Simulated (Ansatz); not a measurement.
Starting structure of a cell relaxation (symmetry kept):

```cif
data_structure
_symmetry_space_group_name_H-M 'C2/m'
_symmetry_Int_Tables_number 12
_cell_length_a 12.2074
_cell_length_b 3.3185
_cell_length_c 5.6647
_cell_angle_alpha 90.000
_cell_angle_beta 117.008
_cell_angle_gamma 90.000
_cell_volume 204.45
loop_
_atom_site_label
_atom_site_type_symbol
_atom_site_symmetry_multiplicity
_atom_site_Wyckoff_symbol
_atom_site_fract_x
_atom_site_fract_y
_atom_site_fract_z
_atom_site_occupancy
Ti1 Ti 4 i 0.25581 0.00000 0.26452 1
Fe1 Fe 2 a 0.00000 0.00000 0.00000 1
S1 S 4 i 0.38546 0.00000 0.04537 1
S2 S 4 i 0.39035 0.50000 0.55644 1
```

These are results of DFT PBEsol, scalar-relativistic, plane waves, PAW (Ansatz), not measurements.

Settings: cutoff 420 eV, Γ-centred mesh 12×12×8 on the computed 7-atom cell, Gaussian smearing of 0.10 eV; no spin polarisation.

Question: What does it relax to?

Answer: The volume rises by 0.03 Å³/atom to 14.64 Å³/atom, and the energy falls by 0.1 meV/atom. Final structure:
```xyz
7
Lattice="6.1126 -1.6590 -0.0885 6.1126 1.6590 -0.0885 -2.4968 0.0000 5.0886" Properties=species:S:1:pos:R:3 pbc="T T T"
Ti    2.4706    0.0000    1.3021
Ti    7.2578    0.0000    3.6096
Fe    0.0000    0.0000    0.0000
S     4.5974    0.0000    0.1574
S     5.1310    0.0000    4.7542
S     9.4893    0.0000    2.6757
S     0.2391    0.0000    2.2359
```

Spin polarisation was left out, and a magnetic state may lie lower.

Cost: 1 run of about 2.5 core-minutes, on Intel Xeon 6975P-C (Granite Rapids) (shared hosts).